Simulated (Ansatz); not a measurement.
# KRb$_{3}$: how the plane-wave cutoff moves the results

These are results of DFT PBEsol, scalar-relativistic, plane waves, PAW (Ansatz), not measurements.

```yaml
crystal:
  lattice:
    - [7.14149, 0.00000, 0.00000]
    - [0.00000, 7.14149, 0.00000]
    - [0.00000, 0.00000, 7.14149]
  atoms:
    - { symbol: K, position: [0.00000, 0.00000, 0.00000] }
    - { symbol: Rb, position: [0.00000, 0.50000, 0.50000] }
    - { symbol: Rb, position: [0.50000, 0.00000, 0.50000] }
    - { symbol: Rb, position: [0.50000, 0.50000, 0.00000] }
```

```json
{
 "Γ-centred k-mesh": "6×6×6",
 "occupation rule": "Gaussian smearing, 0.1 eV",
 "spin treatment": "unpolarised",
 "valence charge of the PAW sets": "K 9, Rb 9"
}
```

The atoms stay fixed while the plane-wave cutoff is varied. ΔE is the energy extrapolated to zero smearing, less that of the reference run (500 eV). The cell isn't necessarily relaxed at this level. Pressure is positive in compression and holds a correction for the finite cutoff (Pulay stress).

Problem. One run gave ΔE = 40.3 meV/atom and P = -0.25 GPa. Which plane-wave cutoff did it use, of 250, 300, 350, 420?

Solution. 250 eV. All runs:

```csv
cutoff (eV),ΔE (meV/atom),P (GPa),plane waves at Γ
250,40.3,-0.25,3239
300,3.77,-0.25,4337
350,0.29,-0.25,5449
420,0.01,-0.25,7123
500,0.00,-0.25,9171
```